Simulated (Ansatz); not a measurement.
Total density of states per atom from LDA (plane waves, PAW; program Ansatz), in 0.25 eV bins, energy from the valence-band maximum:

| E (eV) | states/eV/atom |
|---|---|
| -7.85 | 0.00 |
| -7.60 | 0.00 |
| -7.35 | 0.00 |
| -7.10 | 0.00 |
| -6.85 | 0.00 |
| -6.60 | 0.00 |
| -6.35 | 0.00 |
| -6.10 | 0.00 |
| -5.85 | 0.00 |
| -5.60 | 0.05 |
| -5.35 | 0.35 |
| -5.10 | 1.25 |
| -4.85 | 0.66 |
| -4.60 | 0.36 |
| -4.35 | 0.26 |
| -4.10 | 0.20 |
| -3.85 | 0.17 |
| -3.60 | 0.18 |
| -3.35 | 0.56 |
| -3.10 | 0.54 |
| -2.85 | 0.52 |
| -2.60 | 0.57 |
| -2.35 | 0.67 |
| -2.10 | 0.85 |
| -1.85 | 0.84 |
| -1.60 | 0.82 |
| -1.35 | 0.80 |
| -1.10 | 0.79 |
| -0.85 | 0.74 |
| -0.60 | 0.45 |
| -0.35 | 0.29 |
| -0.10 | 0.10 |
| 0.15 | 0.00 |
| 0.40 | 0.00 |
| 0.65 | 0.00 |
| 0.90 | 0.00 |
| 1.15 | 0.00 |
| 1.40 | 0.00 |
| 1.65 | 0.04 |
| 1.90 | 0.09 |
| 2.15 | 0.15 |
| 2.40 | 0.20 |
| 2.65 | 0.30 |
| 2.90 | 0.41 |
| 3.15 | 0.61 |
| 3.40 | 0.91 |
| 3.65 | 0.95 |
| 3.90 | 0.74 |
| 4.15 | 0.27 |
| 4.40 | 0.35 |
| 4.65 | 1.09 |
| 4.90 | 1.16 |
| 5.15 | 0.66 |
| 5.40 | 0.66 |
| 5.65 | 0.81 |
| 5.90 | 0.67 |
| 6.15 | 0.59 |

Question: Which compound is it?
A) TaP, P-6m2 (Ta on 1e, P on 1b)
B) MoP2, Cmc2_1 (Mo on 4a, P on 4a, P on 4a)
C) AlP, zinc blende
D) TiAl, CsCl type

Answer: C, AlP, zinc blende. Top 1 eV of the valence band: P 3p 80 %, Al 3p 17 %. Bottom 1 eV of the conduction band: Al 3p 52 %, P 3s 19 %, P 3p 8 %, Al 3s 7 %, outside the projected shells 14 %. Projections are on Löwdin-orthogonalised atomic valence shells; empty p or d shells of many metals are not among them.

Space group F-43m (zinc blende). The cell was relaxed with LDA under the symmetry of its start.

Potentials: the earlier of the program's two PAW sets. The files were generated under PBE; for other functionals the program regenerates the frozen cores, and for LDA and PBEsol the local potential too.
